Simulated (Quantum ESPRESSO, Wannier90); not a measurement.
**Wannierisation of BeSe (zinc blende)**

Structure: Materials Project mp-1541, symmetrised, not relaxed again. COD (Crystallography Open Database) has an entry of this formula and space group (matched by these alone). Method: LDA plane waves in Quantum ESPRESSO 7.5 (PseudoDojo norm-conserving files, 71 Ry, no spin polarisation, no spin-orbit coupling), Bloch states on a 10×10×10 mesh through Γ, Wannier90 4.0.1. Density: 10×10×10 mesh, cold smearing 0.01 Ry. Spin-orbit coupling, left out, would split the p-like bands by a few tenths of an eV.

On the energy scale of pw.x, whose zero is arbitrary, the valence-band maximum lies at 7.09 eV.

Input w.win:

```
num_bands = 10
num_wann = 8
exclude_bands = 1-6,17-21
num_iter = 800
conv_tol = 1.0e-6
conv_window = 4
dis_num_iter = 1000
dis_conv_tol = 1.0e-6
dis_froz_max = 11.11
write_hr = true
write_u_matrices = true
begin projections
Be: s;p
Se: s;p
end projections
begin unit_cell_cart
ang
    0.0000000000    2.5839700000    2.5839700000
    2.5839700000    0.0000000000    2.5839700000
    2.5839700000    2.5839700000    0.0000000000
end unit_cell_cart
begin atoms_frac
Be   0.0000000000  0.0000000000  0.0000000000
Se  -0.2500000000 -0.2500000000 -0.2500000000
end atoms_frac
mp_grid = 10 10 10
begin kpoints
0.0000000000 0.0000000000 0.0000000000
0.0000000000 0.0000000000 0.1000000000
0.0000000000 0.0000000000 0.2000000000
... (997 more lines: the 10x10x10 mesh through Gamma)
end kpoints
```

Input of pw2wannier90.x that gives the overlap and projection files (equivalent; here they were cut from one run over all bands):

```
&inputpp
  outdir = './out'
  prefix = 'pwscf'
  seedname = 'w'
  write_amn = .true.
  write_mmn = .true.
/
```

Output w.wout (banner and timings cut):

```
                                    ------
                                    SYSTEM
                                    ------

                              Lattice Vectors (Ang)
                    a_1     0.000000   2.583970   2.583970
                    a_2     2.583970   0.000000   2.583970
                    a_3     2.583970   2.583970   0.000000

                   Unit Cell Volume:      34.50582  (Ang^3)

                        Reciprocal-Space Vectors (Ang^-1)
                    b_1    -1.215801   1.215801   1.215801
                    b_2     1.215801  -1.215801   1.215801
                    b_3     1.215801   1.215801  -1.215801

 *----------------------------------------------------------------------------*
 |   Site       Fractional Coordinate          Cartesian Coordinate (Ang)     |
 +----------------------------------------------------------------------------+
 | be   1   0.00000   0.00000   0.00000   |    0.00000   0.00000   0.00000    |
 | se   1  -0.25000  -0.25000  -0.25000   |   -1.29198  -1.29198  -1.29198    |
 *----------------------------------------------------------------------------*
                                ------------
                                K-POINT GRID
                                ------------

             Grid size = 10 x 10 x 10      Total points = 1000

 *---------------------------------- MAIN ------------------------------------*
 |  Number of Wannier Functions               :                 8             |
 |  Number of Objective Wannier Functions     :                 8             |
 |  Number of input Bloch states              :                10             |
 |  Output verbosity (1=low, 5=high)          :                 1             |
 |  Timing Level (1=low, 5=high)              :                 1             |
 |  Optimisation (0=memory, 3=speed)          :                 3             |
 |  Length Unit                               :               Ang             |
 |  Post-processing setup (write *.nnkp)      :                 F             |
 |  Using Gamma-only branch of algorithms     :                 F             |
 *----------------------------------------------------------------------------*
 *------------------------------- WANNIERISE ---------------------------------*
 |  Total number of iterations                :               800             |
 |  Number of CG steps before reset           :                 5             |
 |  Trial step length for line search         :             2.000             |
 |  Convergence tolerence                     :         0.100E-05             |
 |  Convergence window                        :                 4             |
 |  Iterations between writing output         :                 1             |
 |  Iterations between backing up to disk     :               100             |
 |  Write r^2_nm to file                      :                 F             |
 |  Write xyz WF centres to file              :                 F             |
 |  Write on-site energies <0n|H|0n> to file  :                 F             |
 |  Use guiding centre to control phases      :                 F             |
 |  Use phases for initial projections        :                 F             |
 *----------------------------------------------------------------------------*
 *------------------------------- DISENTANGLE --------------------------------*
 |  Using band disentanglement                :                 T             |
 |  Total number of iterations                :              1000             |
 |  Mixing ratio                              :             0.500             |
 |  Convergence tolerence                     :         1.000E-06             |
 |  Convergence window                        :                 3             |
 *----------------------------------------------------------------------------*
 *-------------------------------- PLOTTING ----------------------------------*
 |  Plotting Hamiltonian in WF basis          :                 T             |
 *----------------------------------------------------------------------------*

 *---------------------------------- K-MESH ----------------------------------*
 +----------------------------------------------------------------------------+
 |                    Distance to Nearest-Neighbour Shells                    |
 |                    ------------------------------------                    |
 |          Shell             Distance (Ang^-1)          Multiplicity         |
 |          -----             -----------------          ------------         |
 |             1                   0.210583                      8            |
 |             2                   0.243160                      6            |
 |             3                   0.343880                     12            |
 |             4                   0.403235                     24            |
 |             5                   0.421166                      8            |
 |             6                   0.486320                      6            |
 |             7                   0.529955                     24            |
 |             8                   0.543723                     24            |
       ... (lines left out)
 +----------------------------------------------------------------------------+
 | The b-vectors are chosen automatically                                     |
 | The following shells are used:                       1                     |
 +----------------------------------------------------------------------------+
 |                        Shell   # Nearest-Neighbours                        |
 |                        -----   --------------------                        |
 |                          1               8                                 |
 +----------------------------------------------------------------------------+
 | Completeness relation is fully satisfied [Eq. (B1), PRB 56, 12847 (1997)]  |
 +----------------------------------------------------------------------------+
 |                  b_k Vectors (Ang^-1) and Weights (Ang^2)                  |
 |                  ----------------------------------------                  |
 |            No.         b_k(x)      b_k(y)      b_k(z)        w_b           |
 |            ---        --------------------------------     --------        |
 |             1         0.121580    0.121580   -0.121580     8.456394        |
 |             2         0.121580   -0.121580    0.121580     8.456394        |
 |             3        -0.121580    0.121580    0.121580     8.456394        |
 |             4         0.121580    0.121580    0.121580     8.456394        |
 |             5        -0.121580   -0.121580    0.121580     8.456394        |
 |             6        -0.121580    0.121580   -0.121580     8.456394        |
 |             7         0.121580   -0.121580   -0.121580     8.456394        |
 |             8        -0.121580   -0.121580   -0.121580     8.456394        |
 +----------------------------------------------------------------------------+
 |                           b_k Directions (Ang^-1)                          |
 |                           -----------------------                          |
 |            No.           x           y           z                         |
 |            ---        --------------------------------                     |
 |             1         0.121580    0.121580   -0.121580                     |
 |             2         0.121580   -0.121580    0.121580                     |
 |             3        -0.121580    0.121580    0.121580                     |
 |             4         0.121580    0.121580    0.121580                     |
 +----------------------------------------------------------------------------+

 Starting a new Wannier90 calculation ...

 Reading overlaps from w.mmn

 Reading projections from w.amn

 *------------------------------- DISENTANGLE --------------------------------*
 +----------------------------------------------------------------------------+
 |                              Energy  Windows                               |
 |                              ---------------                               |
 |                   Outer:   -6.65457  to   22.04139  (eV)                   |
 |                   Inner:   -6.65457  to   11.11000  (eV)                   |
 +----------------------------------------------------------------------------+
   Number of target bands to extract:    8

                   Unitarised projection of Wannier functions
                   ------------------------------------------
   A_mn = <psi_m|g_n> --> S = A.A^+ --> U = S^-1/2.A
   In dis_project... done
   Using an inner window (linner = T)
   In dis_proj_froz... done

                   Extraction of optimally-connected subspace
                   ------------------------------------------
 +---------------------------------------------------------------------+<-- DIS
 |  Iter     Omega_I(i-1)      Omega_I(i)      Delta (frac.)           |<-- DIS
 +---------------------------------------------------------------------+<-- DIS
       1      18.47814346      15.33815251       2.047E-01    <-- DIS
       2      16.35626988      14.48311892       1.293E-01    <-- DIS
       3      15.28442915      13.90847802       9.893E-02    <-- DIS
       4      14.49267650      13.49268000       7.411E-02    <-- DIS
       5      13.91261266      13.18437984       5.523E-02    <-- DIS
       6      13.48594659      12.95193931       4.123E-02    <-- DIS
       ... (lines left out)
      87      12.07572741      12.07573940      -9.928E-07    <-- DIS
      88      12.07572725      12.07573787      -8.793E-07    <-- DIS
      89      12.07572711      12.07573647      -7.753E-07    <-- DIS

             <<<      Delta < 1.000E-06  over  3 iterations     >>>
             <<< Disentanglement convergence criteria satisfied >>>

        Final Omega_I    12.07573647 (Ang^2)

 +----------------------------------------------------------------------------+

 Writing checkpoint file w.chk... done

 *------------------------------- WANNIERISE ---------------------------------*
 +--------------------------------------------------------------------+<-- CONV
 | Iter  Delta Spread     RMS Gradient      Spread (Ang^2)            |<-- CONV
 +--------------------------------------------------------------------+<-- CONV

 ------------------------------------------------------------------------------
 Initial State
  WF centre and spread    1  ( -0.000014, -0.000038,  0.000013 )     2.62407869
  WF centre and spread    2  ( -0.000230, -0.000079, -0.000088 )     2.83786183
  WF centre and spread    3  (  0.000117,  0.000091,  0.000585 )     2.83808040
  WF centre and spread    4  (  0.000204,  0.000320, -0.000605 )     2.83808755
  WF centre and spread    5  ( -1.291984, -1.291980, -1.291987 )     1.21847645
  WF centre and spread    6  ( -1.291762, -1.291875, -1.291948 )     1.95564100
  WF centre and spread    7  ( -1.292038, -1.292073, -1.291768 )     1.95570219
  WF centre and spread    8  ( -1.292213, -1.292138, -1.292211 )     1.95577196
  Sum of centres and spreads ( -5.167921, -5.167772, -5.168008 )    18.22370006

      0     0.182E+02     0.0000000000       18.2237000631  <-- CONV
        O_D=      0.1148804 O_OD=      6.0330832 O_TOT=     18.2237001 <-- SPRD
 ------------------------------------------------------------------------------
      1    -0.169E+00     0.2069482601       18.0548652125  <-- CONV
        O_D=      0.1073756 O_OD=      5.8717531 O_TOT=     18.0548652 <-- SPRD
      2    -0.129E+00     0.1724377839       17.9258866684  <-- CONV
        O_D=      0.1099317 O_OD=      5.7402185 O_TOT=     17.9258867 <-- SPRD
      3    -0.995E-01     0.1786120452       17.8263829969  <-- CONV
        O_D=      0.1125749 O_OD=      5.6380717 O_TOT=     17.8263830 <-- SPRD
      4    -0.932E-01     0.1560570188       17.7331688661  <-- CONV
        O_D=      0.1127089 O_OD=      5.5447234 O_TOT=     17.7331689 <-- SPRD
      5    -0.592E-01     0.1371227030       17.6739260392  <-- CONV
        O_D=      0.1123643 O_OD=      5.4858252 O_TOT=     17.6739260 <-- SPRD
       ... (lines left out)
    100    -0.507E-01     0.1004940664       16.5022255523  <-- CONV
        O_D=      0.0964862 O_OD=      4.3300029 O_TOT=     16.5022256 <-- SPRD
       ... (lines left out)
    200    -0.224E-01     0.0663436703       14.9793351624  <-- CONV
        O_D=      0.0934892 O_OD=      2.8101095 O_TOT=     14.9793352 <-- SPRD
       ... (lines left out)
    300    -0.426E-04     0.0033505209       14.3391262507  <-- CONV
        O_D=      0.0806478 O_OD=      2.1827420 O_TOT=     14.3391263 <-- SPRD
       ... (lines left out)
    400    -0.163E-02     0.0181119808       14.3130342928  <-- CONV
        O_D=      0.0815119 O_OD=      2.1557859 O_TOT=     14.3130343 <-- SPRD
       ... (lines left out)
    500    -0.225E-02     0.0222191304       13.8555839058  <-- CONV
        O_D=      0.0876442 O_OD=      1.6922032 O_TOT=     13.8555839 <-- SPRD
       ... (lines left out)
    600    -0.636E-05     0.0013047001       13.8263256971  <-- CONV
        O_D=      0.0875110 O_OD=      1.6630782 O_TOT=     13.8263257 <-- SPRD
       ... (lines left out)
    646    -0.300E-06     0.0003537220       13.8261937200  <-- CONV
        O_D=      0.0875158 O_OD=      1.6629414 O_TOT=     13.8261937 <-- SPRD
    647    -0.359E-06     0.0003033853       13.8261933613  <-- CONV
        O_D=      0.0875157 O_OD=      1.6629412 O_TOT=     13.8261934 <-- SPRD
    648    -0.129E-06     0.0002524030       13.8261932327  <-- CONV
        O_D=      0.0875157 O_OD=      1.6629411 O_TOT=     13.8261932 <-- SPRD
             <<<     Delta < 1.000E-06  over  4 iterations     >>>
             <<< Wannierisation convergence criteria satisfied >>>
 Final State
  WF centre and spread    1  ( -0.448506, -0.447567,  0.448781 )     2.02355080
  WF centre and spread    2  (  0.447835, -0.448732, -0.448213 )     2.02383240
  WF centre and spread    3  (  0.448739,  0.448273,  0.447730 )     2.02397212
  WF centre and spread    4  ( -0.447979,  0.448355, -0.448406 )     2.02401729
  WF centre and spread    5  ( -0.939220, -0.939217, -1.645140 )     1.43255244
  WF centre and spread    6  ( -1.644511, -0.939090, -0.938772 )     1.43268276
  WF centre and spread    7  ( -1.645231, -1.644745, -1.644577 )     1.43276359
  WF centre and spread    8  ( -0.939048, -1.645045, -0.939415 )     1.43282182
  Sum of centres and spreads ( -5.167921, -5.167767, -5.168012 )    13.82619323

         Spreads (Ang^2)       Omega I      =    12.075736471
        ================       Omega D      =     0.087515700
                               Omega OD     =     1.662941062
    Final Spread (Ang^2)       Omega Total  =    13.826193233
```
